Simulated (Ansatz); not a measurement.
# Ti (Fm-3m), an elastic constant from a strain scan

Method: DFT PBEsol, scalar-relativistic, plane waves, PAW in Ansatz 0.2.0. The runs took a 420 eV cutoff, a Γ-centred 20×20×20 mesh and Gaussian smearing (0.15 eV). No spin polarisation. Energies are free energies at this smearing, counted from the undisturbed cell; pressure is positive in compression.

Reference structure (as given, not relaxed at this level; it stands at -0.3 GPa; this fcc form isn't the usual structure):

```yaml
crystal:
  lattice:
    - [0.00000, 2.03000, 2.03000]
    - [2.03000, 0.00000, 2.03000]
    - [2.03000, 2.03000, 0.00000]
  atoms:
    - { symbol: Ti, position: [0.00000, 0.00000, 0.00000] }
```

The cell is strained by ε times the Voigt pattern (0, 0, 1, 0, 0, 0) (xx, yy, zz, yz, xz, xy; engineering shear) with fractional coordinates fixed. The cell holds 1 atom in V0 = 16.73 Å³. The stress column is τ = (1/V0) dE/dε, got from the stress tensor σ (compression positive) at each point as −det(1 + εP) σ : P(1 + εP)⁻¹, with P the pattern as a tensor.

```csv
ε,ΔE (meV/atom),τ (GPa)
-0.0400,10.810,-5.571
-0.0300,5.794,-4.045
-0.0200,2.348,-2.564
-0.0100,0.430,-1.118
0.0000,0.000,0.285
0.0100,1.008,1.634
0.0200,3.394,2.925
0.0300,7.098,4.159
0.0350,9.427,4.756
0.0400,?,?
```

Which combination of elastic constants does this scan measure, and how large is it?

For small ε, τ = τ0 + Kε with K = pᵀCp, which for this pattern is C11 in the cubic axes. The parabola through τ at ε = -0.0100, 0 and 0.0100 has slope K = 138 GPa at zero. The energies per cell, E = NΔE, of the same two points give K = 2[E(ε₊)/ε₊ − E(ε₋)/ε₋]/[(ε₊ − ε₋)V0] = 138 GPa, in agreement.

Predict the withheld row at ε = 0.0400 from the harmonic law, and compare.

ΔE = V0(τ0 ε + Kε²/2)/N = 12.685 meV/atom and τ = 5.79 GPa. The calculation gives 12.063 meV/atom and 5.34 GPa, a miss of 4.9 % of the harmonic energy, so the harmonic law still holds here.

In a metal these slopes depend on the k mesh and the smearing.